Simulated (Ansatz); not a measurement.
## La (hcp)

The computed numbers are results of r²SCAN, scalar-relativistic (no spin polarisation) in the plane-wave PAW code Ansatz at 500 eV, Γ-centred 14×14×8 mesh, 0.05 eV Gaussian smearing. The datasets are Ansatz's generated set soft_2.

```cif
data_structure
_symmetry_space_group_name_H-M 'P 1'
_symmetry_Int_Tables_number 1
_cell_length_a 3.8137
_cell_length_b 3.8137
_cell_length_c 6.0282
_cell_angle_alpha 90.000
_cell_angle_beta 90.000
_cell_angle_gamma 120.000
_cell_volume 75.93
loop_
_atom_site_label
_atom_site_type_symbol
_atom_site_fract_x
_atom_site_fract_y
_atom_site_fract_z
_atom_site_occupancy
La1 La 0.33333 0.66667 0.75000 1
La2 La 0.66667 0.33333 0.25000 1
```

At room temperature and ambient pressure La is dhcp.

Q: Which orbitals carry the states at the Fermi level, and how many states are there?

A: Within 0.1 eV of it: La 5d 83 %, La 4f 9 % (shares among the projected shells). The density of states at the Fermi level is about 3.6 states/eV per cell, averaged over 0.3 eV.

Density of states (tetrahedra, averaged over 0.5 eV; states/eV per cell of 2 atoms; energy in eV from the Fermi level):

| E (eV) | DOS |
| --- | --- |
| -3.10 | 0.08 |
| -2.60 | 0.20 |
| -2.10 | 0.37 |
| -1.60 | 2.56 |
| -1.10 | 3.62 |
| -0.60 | 2.44 |
| -0.10 | 3.82 |
| 0.40 | 2.48 |
| 0.90 | 4.13 |
| 1.40 | 4.64 |

For elements this heavy, spin–orbit coupling would shift levels and gaps; it isn't included here.
